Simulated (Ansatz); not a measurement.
KCaF$_{3}$ (Pm-3m), stationary points along a deformation path

The calculation used Ansatz 0.2.0, DFT PBEsol, scalar-relativistic, plane waves, PAW. The runs took a 420 eV cutoff, a Γ-centred 6×6×6 mesh and Gaussian smearing (0.05 eV). No spin polarisation. Energies are free energies at this smearing, counted from the undisturbed cell; pressure is positive in compression.

Reference structure (as given, not relaxed at this level; it stands at -2.4 GPa, and it needn't be the usual structure):

```
K Ca F
1.0
     4.48173    0.00000    0.00000
     0.00000    4.48173    0.00000
     0.00000    0.00000    4.48173
K Ca F
1 1 3
Cartesian
  2.2409 2.2409 2.2409
  0.0000 0.0000 0.0000
  0.0000 2.2409 0.0000
  0.0000 0.0000 2.2409
  2.2409 0.0000 0.0000
```

At fixed volume and fractional coordinates, lengths along (0.577, 0.577, 0.577) are scaled against those across it; ρ is that ratio over its starting value. V = 18.004 Å³/atom. Δσ is the stress along the axis less the mean stress across it (compression positive).

```csv
ρ,ΔE (meV/atom),Δσ (GPa),space group
0.500,879.6,42.83,R-3m
0.600,425.4,25.31,R-3m
0.710,175.6,14.83,R-3m
0.850,36.3,6.18,R-3m
1.000,0.0,0.00,Pm-3m
1.200,41.0,-5.99,R-3m
1.410,149.0,-12.20,R-3m
1.700,388.4,-22.69,R-3m
2.000,739.3,-35.58,R-3m
```

How does the stress give the slope of the energy, and where is the energy stationary?

Along the path d ln(length) is 2/3 d ln ρ on the axis and −1/3 d ln ρ across it, so dE/d ln ρ = −(2/3) V Δσ: the energy falls with ρ where Δσ is positive. Δσ vanishes or changes sign at ρ = 1.000 (Pm-3m), a minimum at 0.0 meV/atom. Pairs of stationary points between two samples would go unseen, and could change a minimum read from distant neighbours into a maximum. At ρ = 1.000 the cell is cubic, where symmetry alone makes the stress isotropic and the slope zero.

Symmetry holds off the tilts and polar distortions that many cubic perovskites undergo.